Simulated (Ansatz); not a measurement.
Si₂W, DFT, PBEsol, PAW with Ansatz's default frozen-core files, scalar-relativistic (Ansatz 0.2.0), run on 1 thread of Intel(R) Xeon(R) Platinum 8488C (Sapphire Rapids) on a shared host.

The geometry is COD entry 1010283, unchecked; take it as a test cell. It differs from other determinations. The listed cell was then made from it by scaling, straining or moving an atom.

Command: `ansatz run input.yaml --threads 1 --pin off --max-ram 4096MiB --backend cpu --events-out ev --progress --plain --runs-dir out`

```yaml
crystal:
  lattice:
    - [-1.66146, 1.58266, 3.94]
    - [1.58266, -1.66146, 3.94]
    - [1.62934, 1.62934, -3.97212]
  atoms:
    - { symbol: Si, position: [0.333, 0.333, 0.0] }
    - { symbol: Si, position: [0.667, 0.667, 0.0] }
    - { symbol: W, position: [0.0, 0.0, 0.0] }
kpoints:
  mp_grid: { grid: [18, 18, 18] }
scf:
  occupations: { method: fermi_dirac, width: 0.03 }
hamiltonian:
  xc: pbesol
  pseudopotentials: { kind: paw }
output:
  forces: true
  stress: true
  eigenvalues: true
  efg: { contact_densities: true }
```

Question: How large is the problem that the program sets up?

Answer: 1550 irreducible k-points, 807 plane waves at Γ, 15 bands.

Question: Estimate the wall time and the peak memory.

Answer: 42 s of wall time for 6 SCF iterations, with a peak of 1.1 GiB. Times on shared machines scatter by tens of per cent.
